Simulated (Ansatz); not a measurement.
Relaxed-ion elastic tensor of LiF (rock salt, Fm-3m) in GPa (Voigt order), DFT-r²SCAN in the program Ansatz with PAW potentials; density 2.71 g/cm³, 7.94 Å³ per atom.

```
 139  46.8  46.8   0.0   0.0   0.0
46.8   139  46.8   0.0   0.0   0.0
46.8  46.8   139   0.0   0.0   0.0
 0.0   0.0   0.0  67.3   0.0   0.0
 0.0   0.0   0.0   0.0  67.3   0.0
 0.0   0.0   0.0   0.0   0.0  67.3
```

Task: Is the crystal mechanically stable?

Result: Yes: the smallest eigenvalue of C is 67.3 GPa.

Task: Work out the Voigt, Reuss and Hill averages.

Result: K_V = 77.4, K_R = 77.4, K_H = 77.4; G_V = 58.7, G_R = 56.7, G_H = 57.7 GPa.

Task: Give Young's modulus, Poisson's ratio, Pugh's ratio and the universal anisotropy index.

Result: E = 9KG/(3K + G) = 139 GPa; ν = 0.20; K/G = 1.34 (brittle by the Pugh limit of 1.75); A_U = 5G_V/G_R + K_V/K_R − 6 = 0.18.

Task: Estimate the sound speeds and the Debye temperature.

Result: v_l = √((K + 4G/3)/ρ) = 7550 m/s, v_t = √(G/ρ) = 4610 m/s, mean 5090 m/s; Θ = (h/k)(3n/4πV)^(1/3) v_m = 760 K.

Task: Give the Zener ratio and Young's modulus along [100], [110] and [111].

Result: A = 2C44/(C11 − C12) = 1.46; 1/E = S11 − 2(S11 − S12 − S44/2)Γ with Γ = 0, 1/4, 1/3 gives 115, 144, 156 GPa.

Task: Solve the Christoffel equation for the three sound speeds along [100], [110], [111].

Result: Eigenvalues of C_ijkl n_j n_l equal ρv². In km/s, slowest first: [100] 4.98, 4.98, 7.15; [110] 4.12, 4.98, 7.68; [111] 4.42, 4.42, 7.85.

The r²SCAN relaxation kept the symmetry of its start; phonons on a q-mesh show no instability.

Potentials: the later of the program's two PAW sets.
